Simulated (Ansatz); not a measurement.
Sheets of one type (M2XT2 MXene (fcc sites)-type), PBE in the plane-wave PAW code Ansatz; HSE06 gaps on those cells.

```csv
layer,a (Å),thickness (Å)
Cr2F2N,3.020,4.51
Sc2F2N,3.196,4.83
Ti2F2N,3.061,4.63
Hf2F2N,[?],[?]
Nb2F2N,2.915,5.78
Y2F2N,3.463,5.16
Ta2F2N,2.870,6.00
```

Complete the blanks.


- Hf2F2N, a (Å): 3.266
- Hf2F2N, thickness (Å): 4.97

Spin orders computed, not proven ground states: Cr2F2N, M2XT2 MXene (fcc sites)-type layer antiferromagnetic. Began spin-polarised and lost the moments: Sc2F2N, M2XT2 MXene (fcc sites)-type layer; Ti2F2N, M2XT2 MXene (fcc sites)-type layer; Hf2F2N, M2XT2 MXene (fcc sites)-type layer; Nb2F2N, M2XT2 MXene (fcc sites)-type layer; Y2F2N, M2XT2 MXene (fcc sites)-type layer; Ta2F2N, M2XT2 MXene (fcc sites)-type layer. All cells were relaxed under the symmetry of their starts (and spin orders); stability against distortions was not tested throughout. No Hubbard U is applied. Spin–orbit coupling is left out wherever it is not named. Constructed layers (a layer type filled with these elements): Cr2F2N, M2XT2 MXene (fcc sites)-type layer; Sc2F2N, M2XT2 MXene (fcc sites)-type layer; Ti2F2N, M2XT2 MXene (fcc sites)-type layer; Hf2F2N, M2XT2 MXene (fcc sites)-type layer; Nb2F2N, M2XT2 MXene (fcc sites)-type layer; Y2F2N, M2XT2 MXene (fcc sites)-type layer; Ta2F2N, M2XT2 MXene (fcc sites)-type layer.

Potentials: the later of the program's two PAW sets.
